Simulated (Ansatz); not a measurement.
SiMo:
```
CELL_PARAMETERS angstrom
      3.01982     0.00000     0.00000
      0.00000     3.01982     0.00000
      0.00000     0.00000     3.01982
ATOMIC_POSITIONS crystal
  Mo 0.00000 0.00000 0.00000
  Si 0.50000 0.50000 0.50000
```

Relaxed with PBEsol. Special points in fractions of this cell's reciprocal vectors: Γ (0.000, 0.000, 0.000); X (0.000, 0.500, 0.000); M (0.500, 0.500, 0.000); R (0.500, 0.500, 0.500).

Problem. List the band energies nearest the Fermi level at these points for PBEsol with spin–orbit coupling (plane waves, PAW; program Ansatz).

Solution. In eV from the Fermi level; about four levels below and three above (degenerate sets whole), none deeper than 8.9 eV; points with the same levels are listed once.

```
k                    below                          above
-  -----------------------  -----------------------------
Γ  -3.51 -3.51 -3.51 -3.51            1.40 1.40 1.40 1.40
X  -1.72 -1.72 -1.65 -1.65            1.90 1.90 3.63 3.63
M  -0.53 -0.53 -0.46 -0.46            3.40 3.40 4.86 4.86
R  -5.81 -5.81 -3.25 -3.25  3.52 3.52 3.55 3.55 3.55 3.55
```

Space group Pm-3m (CsCl type). The cell is a constructed one: a structure type filled with these elements; neither database checked (COD, Materials Project) lists it. Its standing as an ambient phase is unchecked. The cell was relaxed with PBEsol under the symmetry of its start; its stability against distortions is not shown here. The run is not spin-polarised.

Potentials: the earlier of the program's two PAW sets. The files were generated under PBE; for other functionals the program regenerates the frozen cores, and for LDA and PBEsol the local potential too.
